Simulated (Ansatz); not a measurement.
This NaNb₂O₅ structure is the end of a relaxation. The cell was found from a structure generator's guess, not taken from experiment.

The calculation used Ansatz 0.2.0, DFT PBE, scalar-relativistic, plane waves, PAW. Cutoff 420 eV, Γ-centred mesh, Gaussian smearing, no spin polarisation.

```
Na Nb O
1.0
     6.64199    0.00000    0.00000
    -3.32099    5.75213    0.00000
     0.00000    0.00000    3.93036
Na Nb O
1 2 5
Direct
  0.00000 0.00000 0.00000
  0.33333 0.66667 0.50000
  0.66667 0.33333 0.50000
  0.33333 0.66667 0.00000
  0.00000 0.50000 0.50000
  0.50000 0.50000 0.50000
  0.50000 0.00000 0.50000
  0.66667 0.33333 0.00000
```

Energies over the elements count from the elements' standard structures at the same level (O₂ as a molecule), with no fitted energy shifts.

**Question.** Find its symmetry and describe it.

**Answer.** P6/mmm (No. 191). Conventional cell: a = 6.642 Å, c = 3.930 Å. Na has 18 O at 3.83–3.86 Å and 2 Na at 3.93 Å; Nb has 5 O at 1.92–1.97 Å; O on a site of symmetry -6m2 has 2 Nb at 1.97 Å, 6 O at 2.75 Å, 3 Na at 3.83 Å and 5 O at 3.83–3.93 Å; O on a site of symmetry mmm is surrounded by 2 Nb at 1.92 Å, 4 O at 2.75 Å, 4 O at 3.32 Å and 4 Na at 3.86 Å.

**Question.** What is its formation energy per atom?

**Answer.** −2.25 eV/atom. A negative formation energy is needed for stability but isn't enough: competing phases decide.

**Question.** Is it a metal?

**Answer.** Yes, bands cross the Fermi level on the 6×6×10 mesh.

The last run used a 6×6×10 mesh (in the run's order of axes) for its 8-atom cell and Gaussian smearing of 0.10 eV. An odd number of electrons in the primitive cell allows no gap without spin; a larger cell or a magnetic state could open one. The cell is a metal run without spin; a magnetic state may lie lower. Symmetry constrained the relaxation, so the result can be a saddle point.
